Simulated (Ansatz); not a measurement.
CoSi:
```xyz
4
Lattice="-1.6782 1.6782 3.8478 1.6782 -1.6782 3.8478 1.6782 1.6782 -3.8478" Properties=species:S:1:pos:R:3 pbc="T T T"
Co     0.0000     0.0000     3.8478
Co     1.6782     0.0000     1.9239
Si     0.0000     0.0000     0.0000
Si     0.0000     1.6782     1.9239
```

Relaxed with PBE. Special points in fractions of this cell's reciprocal vectors: Γ (0.000, 0.000, 0.000); X (0.000, 0.000, 0.500); P (0.250, 0.250, 0.250); N (0.000, 0.500, 0.000); M (0.500, 0.500, -0.500); S (0.298, 0.702, -0.298); S0 (-0.298, 0.298, 0.298); R (-0.095, 0.095, 0.500); G (0.500, 0.500, -0.095).

Task: List the band energies nearest the Fermi level at these points for plane-wave PAW PBE (Ansatz code).

Result: In eV from the Fermi level; about four levels below and three above (degenerate sets whole), none deeper than 8.9 eV; points with the same levels are listed once.

```tsv
k	below	above
Γ	-2.41 -2.41 -1.15 -0.95	1.52 1.52 2.08
X	-0.96 -0.96 -0.92 -0.92	1.58 1.58 4.38 4.38
P	-1.06 -1.06 -0.79 -0.79	1.98 1.98 2.58 2.58
N	-1.17 -0.88 -0.61 -0.56	1.01 3.82 4.02
M	-1.07 -1.07 -0.20 -0.20	4.55 4.55 6.09 6.09
S	-0.83 -0.80 -0.68 -0.32	2.20 2.44 2.49
R	-0.88 -0.88 -0.76 -0.76	2.01 2.01 4.60 4.60
```

Space group I4_1/amd. A made-up cell: these elements were put on the sites of a structure type; neither database checked (COD, Materials Project) lists it. COD files the formula under space group No. 198, so this cell is another polymorph or a model. Whether it is the stable phase at ambient conditions was not checked. Symmetry was held in the PBE relaxation; its stability against distortions is not shown here. The workflow began spin-polarised and lost its moments.

Potentials: the later of the program's two PAW sets.
